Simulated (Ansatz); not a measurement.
HfC, DFT, PBEsol, PAW with Ansatz's default frozen-core files, scalar-relativistic (Ansatz 0.2.0), run on 1 thread of Arm Neoverse V1 on a shared host.

The geometry is COD entry 1539502, unchecked; take it as a test cell. The listed cell was then made from it by scaling, straining or moving an atom.

Command: `ansatz run input.yaml --threads 1 --pin off --max-ram 3072MiB --backend cpu --events-out ev --progress --plain --runs-dir out`

```yaml
crystal:
  lattice:
    - [0.0, 2.39475, 2.325]
    - [2.39475, 0.0, 2.325]
    - [2.39475, 2.39475, 0.0]
  atoms:
    - { symbol: Hf, position: [0.5, 0.5, 0.5] }
    - { symbol: C, position: [0.0, 0.0, 0.0] }
kpoints:
  mp_grid: { grid: [15, 15, 15] }
scf:
  occupations: { method: fermi_dirac, width: 0.05 }
hamiltonian:
  xc: pbesol
  pseudopotentials: { kind: paw }
output:
  forces: true
  stress: true
  eigenvalues: true
  efg: { contact_densities: true }
```

Problem. How large is the problem that the program sets up?

Solution. 288 irreducible k-points, 535 plane waves at Γ, 19 bands.

Problem. About how long does it take, and how much memory does it use?

Solution. 9.8 s of wall time for 7 SCF iterations, with a peak of 0.46 GiB. Times on shared machines scatter by tens of per cent.

Problem. And the same cell and mesh by all-electron PAW (datasets made for this crystal), asked for forces, stress, eigenvalues, efg, on the same hardware?

Solution. 40 s, peak memory 0.88 GiB.
